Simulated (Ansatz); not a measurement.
An elastic tensor (GPa, Voigt order, standard axes) from plane-wave PAW PBEsol (Ansatz code):

```json
[
 {"": "1", "1": "197", "2": "72.3", "3": "72.3", "4": "0.0", "5": "0.0", "6": "0.0"},
 {"": "2", "1": "72.3", "2": "197", "3": "72.3", "4": "0.0", "5": "0.0", "6": "0.0"},
 {"": "3", "1": "72.3", "2": "72.3", "3": "197", "4": "0.0", "5": "0.0", "6": "0.0"},
 {"": "4", "1": "0.0", "2": "0.0", "3": "0.0", "4": "119", "5": "0.0", "6": "0.0"},
 {"": "5", "1": "0.0", "2": "0.0", "3": "0.0", "4": "0.0", "5": "119", "6": "0.0"},
 {"": "6", "1": "0.0", "2": "0.0", "3": "0.0", "4": "0.0", "5": "0.0", "6": "119"}
]
```

Q: Pick the material that matches.
A) KF, rock salt
B) MgS, zinc blende
C) BeS, rock salt
D) CaSe, rock salt

A: C, BeS, rock salt

Space group Fm-3m (rock salt). The start of the workflow was typed in or built on a structure type; neither database checked (COD, Materials Project) lists it. COD files the formula under space group No. 216, so this cell is another polymorph or a model. Whether it is the stable phase at ambient conditions was not checked. The cell was relaxed with PBEsol under the symmetry of its start. At this level the phase is dynamically unstable (imaginary phonons).

Potentials: the later of the program's two PAW sets.
